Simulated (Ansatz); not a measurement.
Input and command of a calculation in Ansatz (plane waves; scalar-relativistic PAW potentials unless the input names others):

```yaml
crystal:
  lattice:
    - [3.904342376, 0.0, 0.0]
    - [-1.952171188, 3.3812596827, 0.0]
    - [0.0, 0.0, 4.8381129655]
  atoms:
    - { symbol: Co, position: [0.6666666667, 0.3333333333, 0.2423688265], spin: 1.53 }
    - { symbol: Co, position: [0.6666666667, 0.3333333333, 0.7576311735], spin: 1.53 }
    - { symbol: Co, position: [0.0, 0.0, 0.5], spin: 0.73 }
    - { symbol: Ge, position: [0.0, 0.0, 0.0] }
    - { symbol: Ge, position: [0.3333333333, 0.6666666667, 0.5] }
basis:
  ecutwfc: 500
kpoints:
  mp_grid: { grid: [12, 12, 8] }
hamiltonian:
  xc: r2scan
scf:
  occupations: { method: gaussian, width: 0.1 }
  algorithm: density_mixing
output:
  forces: true
  eigenvalues: true
  stress: true
magnetization:
  spin_polarized: true
```

```bash
ansatz run input.yaml --threads 1 --pin off --max-ram 2560MiB --backend cpu --events-out ev --progress --plain --runs-dir out
```

Abridged log:
```
Basis set: ecut = 500 eV, 1607 PW (Γ), exchange–correlation on 120×120×144 points (64 copies of the dense FFT grid, shifted against one another)
Bands: 50, of which v1, the nominal top of the filled ones, is band 40 counted from 1 (39 counted from 0)
Symmetry: 12 space group operations
k-points: 95 of 1152 (time reversal used)
SCF iter   1: F=—  HF=-23996.611185 eV  |F-HF|=—  |Δ(HF+E_count)|=         —  Δρ=5.40e-2 (↑2.12e-2 ↓5.40e-2) dr2=1.77e0  dr2_τ=2.79e-2  dr2_m=4.23e-1  M=3.716 μB ∫|m|=4.185 μB  β_m=1.00  ethr=1.93e-3  ⟨swp⟩=3.0  Hψ=49699  notcnv=0
Mixer restart at iter 1: flushing history
spin=Collinear: Kerker preconditioning applied to the charge; magnetization (m = ρ↑ − ρ↓) channel mixes plain (no charge-response kernel on spin).
SCF iter   2: F=—  HF=-23996.694713 eV  |F-HF|=—  |Δ(HF+E_count)|=   8.35e-2  Δρ=2.11e-2 (↑2.11e-2 ↓1.91e-2) dr2=1.43e0  dr2_τ=7.19e-3  dr2_m=9.72e-3  M=3.663 μB ∫|m|=4.309 μB  β_m=1.00  ethr=1.93e-3  ⟨swp⟩=3.5  Hψ=16965  notcnv=0  defer=402  κ⁻¹=1.0e0(r=1)
SCF iter   3: F=—  HF=-23997.891723 eV  |F-HF|=—  |Δ(HF+E_count)|=    1.20e0  Δρ=1.85e-2 (↑1.83e-2 ↓1.85e-2) dr2=1.37e0  dr2_τ=1.59e-3  dr2_m=1.90e-3  M=3.629 μB ∫|m|=4.310 μB  β_m=1.00  ethr=1.81e-3  ⟨swp⟩=2.0  Hψ=12199  notcnv=0  defer=717  κ⁻¹=6.7e-3(r=2)
SCF iter   4: F=—  HF=-24000.354349 eV  |F-HF|=—  |Δ(HF+E_count)|=    2.46e0  Δρ=1.31e-2 (↑1.08e-2 ↓1.31e-2) dr2=8.39e-1  dr2_τ=1.84e-3  dr2_m=2.65e-3  M=3.451 μB ∫|m|=4.211 μB  β_m=1.00  ethr=1.74e-3  ⟨swp⟩=2.7  Hψ=14354  notcnv=0  defer=715  κ⁻¹=4.2e-3(r=3)
SCF iter   5: F=—  HF=-23999.427821 eV  |F-HF|=—  |Δ(HF+E_count)|=   9.27e-1  Δρ=1.03e-2 (↑1.03e-2 ↓9.25e-3) dr2=1.95e-1  dr2_τ=4.61e-3  dr2_m=2.21e-3  M=3.147 μB ∫|m|=4.004 μB  β_m=1.00  ethr=1.06e-3  ⟨swp⟩=3.0  Hψ=18649  notcnv=0  defer=710  κ⁻¹=3.2e-3(r=4)
SCF iter   6: F=—  HF=-24000.286718 eV  |F-HF|=—  |Δ(HF+E_count)|=         —  Δρ=9.27e-3 (↑9.27e-3 ↓7.15e-3) dr2=1.05e-1  dr2_τ=3.87e-4  dr2_m=5.46e-3  M=3.011 μB ∫|m|=3.793 μB  β_m=1.00  ethr=2.46e-4  ⟨swp⟩=2.6  Hψ=19143  notcnv=0  defer=720
Mixer restart at iter 6: flushing history
SCF iter   7: F=—  HF=-24000.326591 eV  |F-HF|=—  |Δ(HF+E_count)|=   3.99e-2  Δρ=7.66e-3 (↑7.66e-3 ↓7.31e-3) dr2=1.05e-1  dr2_τ=1.03e-3  dr2_m=3.60e-4  M=3.017 μB ∫|m|=3.775 μB  β_m=1.00  ethr=1.33e-4  ⟨swp⟩=1.0  Hψ=9700  notcnv=0  defer=720  κ⁻¹=1.0e0(r=1)
SCF iter   8: F=—  HF=-24000.347658 eV  |F-HF|=—  |Δ(HF+E_count)|=   2.11e-2  Δρ=6.07e-3 (↑5.86e-3 ↓6.07e-3) dr2=7.41e-2  dr2_τ=7.94e-4  dr2_m=8.46e-5  M=3.023 μB ∫|m|=3.774 μB  β_m=1.00  ethr=1.33e-4  ⟨swp⟩=1.5  Hψ=9798  notcnv=0  defer=720  κ⁻¹=5.5e-1(r=2)
   ...
SCF iter  17: F=—  HF=-24000.360618 eV  |F-HF|=—  |Δ(HF+E_count)|=   1.16e-5  Δρ=9.39e-5 (↑9.39e-5 ↓8.34e-5) dr2=1.01e-5  dr2_τ=8.21e-8  dr2_m=2.79e-7  M=2.953 μB ∫|m|=3.685 μB  β_m=1.00  ethr=2.47e-8  ⟨swp⟩=2.1  Hψ=14134  notcnv=0  defer=730  κ⁻¹=7.9e-5(r=8)
SCF iter  18: F=—  HF=-24000.360626 eV  |F-HF|=—  |Δ(HF+E_count)|=   8.88e-6  Δρ=4.82e-5 (↑4.01e-5 ↓4.82e-5) dr2=2.50e-6  dr2_τ=2.94e-8  dr2_m=8.33e-8  M=2.952 μB ∫|m|=3.684 μB  β_m=1.00  ethr=1.28e-8  ⟨swp⟩=2.0  Hψ=16815  notcnv=0  defer=730  κ⁻¹=2.8e-4(r=8)
SCF iter  19: F=—  HF=-24000.360628 eV  |F-HF|=—  |Δ(HF+E_count)|=   1.70e-6  Δρ=3.58e-5 (↑2.33e-5 ↓3.58e-5) dr2=9.93e-7  dr2_τ=1.10e-8  dr2_m=5.20e-8  M=2.953 μB ∫|m|=3.685 μB  β_m=1.00  ethr=3.17e-9  ⟨swp⟩=2.0  Hψ=14508  notcnv=0  defer=730  κ⁻¹=3.9e-4(r=8)
SCF iter  20: F=—  HF=-24000.360629 eV  |F-HF|=—  |Δ(HF+E_count)|=   1.14e-6  Δρ=1.20e-5 (↑1.08e-5 ↓1.20e-5) dr2=1.25e-7  dr2_τ=3.60e-9  dr2_m=4.11e-9  M=2.952 μB ∫|m|=3.684 μB  β_m=1.00  ethr=1.26e-9  ⟨swp⟩=2.0  Hψ=17061  notcnv=0  defer=730  κ⁻¹=9.3e-5(r=8)
SCF iter  21: F=—  HF=-24000.360630 eV  |F-HF|=—  |Δ(HF+E_count)|=   5.73e-7  Δρ=8.69e-6 (↑8.69e-6 ↓8.25e-6) dr2=6.20e-8  dr2_τ=1.73e-9  dr2_m=3.52e-9  M=2.952 μB ∫|m|=3.684 μB  β_m=1.00  ethr=1.58e-10  ⟨swp⟩=2.0  Hψ=16722  notcnv=0  defer=730  κ⁻¹=8.4e-5(r=8)
SCF iter  22: F=—  HF=-24000.360630 eV  |F-HF|=—  |Δ(HF+E_count)|=   6.03e-7  Δρ=6.31e-6 (↑6.31e-6 ↓5.54e-6) dr2=2.51e-8  dr2_τ=4.93e-10  dr2_m=3.15e-9  M=2.952 μB ∫|m|=3.684 μB  β_m=1.00  ethr=7.85e-11  ⟨swp⟩=2.0  Hψ=17025  notcnv=0  defer=730  κ⁻¹=3.0e-5(r=8)
SCF iter  23: F=—  HF=-24000.360631 eV  |F-HF|=—  |Δ(HF+E_count)|=   2.09e-7  Δρ=3.51e-6 (↑3.12e-6 ↓3.51e-6) dr2=6.83e-9  dr2_τ=2.26e-10  dr2_m=1.18e-9  M=2.952 μB ∫|m|=3.684 μB  β_m=1.00  ethr=3.18e-11  ⟨swp⟩=2.1  Hψ=17085  notcnv=0  defer=730  κ⁻¹=2.3e-5(r=8)
SCF iter  24: F=-24000.360631 eV  HF=-24000.360631 eV  |F-HF|=2.75e-8  |Δ(HF+E_count)|=   2.96e-8  Δρ=5.95e-6 (↑3.38e-6 ↓5.95e-6) dr2=3.86e-8  dr2_τ=1.98e-10  dr2_m=1.13e-9  M=2.951 μB ∫|m|=3.683 μB  ethr=8.64e-12  ⟨swp⟩=8.3  Hψ=37231  notcnv=0
SCF 1 converged in 24 iterations: F = -24000.360631 eV  dr2 = 3.86e-8
this state was not tested for a lower state beside it, because the mixer in use, unlike msr1, does not test its closes by its own steps (another_mixer; see scf.mixing.algorithm and scf.lower_state_search)
SCF converged after 24 iterations
Magnetization: 2.9515 μB (40.9757 up, 38.0243 down)
Absolute magnetization: 3.6848 μB (∫|ρ↑−ρ↓|, with the PAW one-centre terms)
Spin contamination: 0.1577 ħ² per cell (⟨S²⟩ above its minimum at these occupations)
Per-site moments (μB) at R_I (Å): [(1.33733103, 0.96740140), (1.33733103, 0.96740140), (0.59451288, 0.92984641), (-0.04054382, 0.99786079), (-0.03703427, 0.92984641)]
Free energy (F): -24000.360631 eV
Harris-Foulkes:  -24000.360631 eV  (|F-HF|=2.75e-8)
Internal energy: -24000.340491 eV  (E = F + TS)
E sigma→0 (E₀):  -24000.350561 eV
Entropy (-TS):   -0.020139 eV (-4.028 meV/atom)
Fermi energy:    16.032197 eV
--- Forces (eV/Å), atoms counted from 1 ---
  atom   1  Co     0.00000000     0.00000000    -0.00000217
  atom   2  Co     0.00000000     0.00000000     0.00000217
  atom   3  Co     0.00000000     0.00000000     0.00000000
  atom   4  Ge     0.00000000     0.00000000     0.00000000
  atom   5  Ge     0.00000000     0.00000000     0.00000000
--- Stress (GPa, compression-positive) ---
        0.002784       0.000000       0.000000
        0.000000       0.002784       0.000000
        0.000000       0.000000      -0.001779
  P = ⅓ Tr σ = 0.0013 GPa (0.013 kbar)
```

Apart from outputs, empty bands and the relaxation, which only the reference makes, the input differs from a reference run on usual settings in scf.algorithm: not typed → "density_mixing". The reference, at the same geometry, ended its own course with pressure 0.00 GPa, largest force 0.000 eV/Å, no gap on the mesh. This run converged in 24 SCF iterations with an energy at zero smearing within 0.01 meV/atom of the reference's, pressure 0.00 GPa, largest force 0.000 eV/Å, no gap on the mesh.

The run took 6 min on 1 thread of Arm Neoverse V1, with other jobs on the host, peak memory 0.85 GiB.